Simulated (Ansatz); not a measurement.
Input:

Relaxed MoSi₂ (MoSi2 type, space group I4/mmm):

```
CELL_PARAMETERS angstrom
     -3.21692     3.21692     7.87303
      0.00000     0.00000     7.87303
      1.60846     1.60846    -3.93652
ATOMIC_POSITIONS crystal
  Mo 0.00000 0.00000 0.00000
  Mo 0.50000 0.00000 0.00000
  Si 0.00000 0.33511 0.00000
  Si 0.50000 0.33511 0.00000
  Si 0.00000 0.66489 0.00000
  Si 0.50000 0.66489 0.00000
```

A phonon eigenvector at X = (0.5, 0.5, 0.0) is frozen into this cell: atom i moves by Q times the vector below, so Q is the largest atomic displacement, in Å. The cell is held. (q is in reciprocal vectors of the primitive cell; the cell shown is doubled to hold the pattern.)

```json
[
 {"atom": "Mo1", "x": "0.105", "y": "-0.105", "z": "0.000"},
 {"atom": "Mo2", "x": "-0.105", "y": "0.105", "z": "0.000"},
 {"atom": "Si3", "x": "0.707", "y": "-0.707", "z": "0.000"},
 {"atom": "Si4", "x": "-0.707", "y": "0.707", "z": "0.000"},
 {"atom": "Si5", "x": "0.707", "y": "-0.707", "z": "0.000"},
 {"atom": "Si6", "x": "-0.707", "y": "0.707", "z": "0.000"}
]
```

The numbers are results of PBE (plane waves to 420 eV, PAW, scalar-relativistic; Ansatz, a program for electronic structure), not measurements. k mesh 20×20×20 (Γ-centred), Fermi-Dirac smearing 0.05 eV. E stands for the smeared free energy. With partly filled bands, energies and forces of such displacements shift with the k mesh and the smearing. MoSi2 is run without spin polarisation. MoSi2 was relaxed with its symmetry unable to fall. The zero of ΔE is the undisplaced structure.

The scan covers Q from -0.280 to 0.280 Å in 13 points.

Question: Is this a single well or a double well?

Answer: A single well with its minimum at or next to zero displacement.

Question: Which space group does the distorted structure have?

Answer: Cmme (No. 67), lowered from I4/mmm.

Question: What is the energy change at Q = 0.280 Å?

Answer: 2684 meV/cell.

Question: What harmonic wavenumber does the curvature at Q = 0 give?

Answer: 373 cm⁻¹.

(A displaced cell: forces are minus the slopes of the energy, force constants its curvatures, and phonons follow from these.)
